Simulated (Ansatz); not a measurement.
What does Ansatz print for the nuclei with this input?

The cell is a Materials Project structure (computed, not necessarily an observed phase), taken as it stands.

```yaml
crystal:
  lattice:
    - [-2.832490695, 5.4043682252, 4.0140160052]
    - [2.832490695, -5.4043682252, 4.0140160052]
    - [2.832490695, 5.4043682252, -4.0140160052]
  atoms:
    - { symbol: Li, position: [0.05222993, 0.30222993, 0.75] }
    - { symbol: Li, position: [0.94777007, 0.69777007, 0.25] }
    - { symbol: B, position: [0.6795003, 0.012799945, 0.666700355] }
    - { symbol: B, position: [0.52072982, 0.20206899, 0.8248665] }
    - { symbol: B, position: [0.87720249, 0.20206899, 0.18133917] }
    - { symbol: B, position: [0.47927018, 0.79793101, 0.1751335] }
    - { symbol: B, position: [0.9100356, 0.68070973, 0.90850192] }
    - { symbol: B, position: [0.27220781, 0.68070973, 0.27067413] }
    - { symbol: B, position: [0.47927018, 0.30413668, 0.68133917] }
    - { symbol: B, position: [0.87720249, 0.69586332, 0.6751335] }
    - { symbol: B, position: [0.72779219, 0.99846632, 0.40850192] }
    - { symbol: B, position: [0.3204997, 0.987200055, 0.333299645] }
    - { symbol: B, position: [0.60380495, 0.17770096, 0.42610399] }
    - { symbol: B, position: [0.27220781, 0.00153368, 0.59149808] }
    - { symbol: B, position: [0.12279751, 0.79793101, 0.81866083] }
    - { symbol: B, position: [0.84609959, 0.012799945, 0.833299645] }
    - { symbol: B, position: [0.52072982, 0.69586332, 0.31866083] }
    - { symbol: B, position: [0.3859386, 0.6359386, 0.75] }
    - { symbol: B, position: [0.0899644, 0.99846632, 0.77067413] }
    - { symbol: B, position: [0.15390041, 0.987200055, 0.166700355] }
    - { symbol: B, position: [0.74840303, 0.82229904, 0.92610399] }
    - { symbol: B, position: [0.72779219, 0.31929027, 0.72932587] }
    - { symbol: B, position: [0.9100356, 0.00153368, 0.22932587] }
    - { symbol: B, position: [0.25159697, 0.17770096, 0.07389601] }
    - { symbol: B, position: [0.12279751, 0.30413668, 0.3248665] }
    - { symbol: B, position: [0.39619505, 0.82229904, 0.57389601] }
    - { symbol: B, position: [0.6140614, 0.3640614, 0.25] }
    - { symbol: B, position: [0.0899644, 0.31929027, 0.09149808] }
    - { symbol: C, position: [0.49038882, 0.370901385, 0.119487435] }
    - { symbol: C, position: [0.75141395, 0.370901385, 0.380512565] }
    - { symbol: C, position: [0.24858605, 0.629098615, 0.619487435] }
    - { symbol: C, position: [0.50961118, 0.629098615, 0.880512565] }
kpoints:
  mp_grid: { grid: [7, 7, 7] }
scf:
  occupations: { method: fermi_dirac, width: 0.05 }
hamiltonian:
  xc: pbe
  pseudopotentials: { kind: paw }
output:
  forces: true
  stress: true
  populations: true
  efg:
    quadrupole_moments_barn: { Li: -0.0401, B: 0.04059 }
    contact_densities: true
```

```sh
ansatz run input.yaml --threads 1 --pin off --max-ram 2560MiB --backend cpu --events-out ev --progress --plain --runs-dir out
```

Of the output, the block on the nuclei alone is shown; the set-up, the SCF iterations, energies, forces and stress are cut. One atom of each set with nearly equal values is shown.

```
--- PAW observables at the nuclei: V_zz in 10²¹ V/m², potentials from the cell's mean, atoms counted from 1 ---
  atom   1  Li V_zz =    -0.115120   η = 0.3350   by run symmetry: allowed   C_q = +0.1116 MHz
            electrostatic potential = -168.587098 V   contact ρ = 94.310661 e/Å³
  atom   3  B  V_zz =    -0.940409   η = 0.1079   by run symmetry: allowed   C_q = -0.9230 MHz
            electrostatic potential = -324.570344 V   contact ρ = 485.969085 e/Å³
  atom   4  B  V_zz =    +0.609330   η = 0.2776   by run symmetry: allowed   C_q = +0.5980 MHz
            electrostatic potential = -324.820073 V   contact ρ = 486.064854 e/Å³
  atom   7  B  V_zz =    -0.739151   η = 0.6710   by run symmetry: allowed   C_q = -0.7254 MHz
            electrostatic potential = -324.974314 V   contact ρ = 486.060854 e/Å³
  atom  13  B  V_zz =    +0.526306   η = 0.3552   by run symmetry: allowed   C_q = +0.5165 MHz
            electrostatic potential = -324.883791 V   contact ρ = 486.188086 e/Å³
  atom  18  B  V_zz =    -5.680226   η = 0.0929   by run symmetry: allowed   C_q = -5.5749 MHz
            electrostatic potential = -324.871688 V   contact ρ = 489.960053 e/Å³
  atom  29  C  V_zz =    -1.695844   η = 0.1584   by run symmetry: allowed
            electrostatic potential = -415.936331 V   contact ρ = 866.529593 e/Å³
```

The largest force is 0.3 eV/Å, so the atoms aren't at the calculated equilibrium and relaxing them would move these values. With these PAW files V_zz is typically within 2 to 3 % of all-electron values, but misses above 10 % occur on Li.
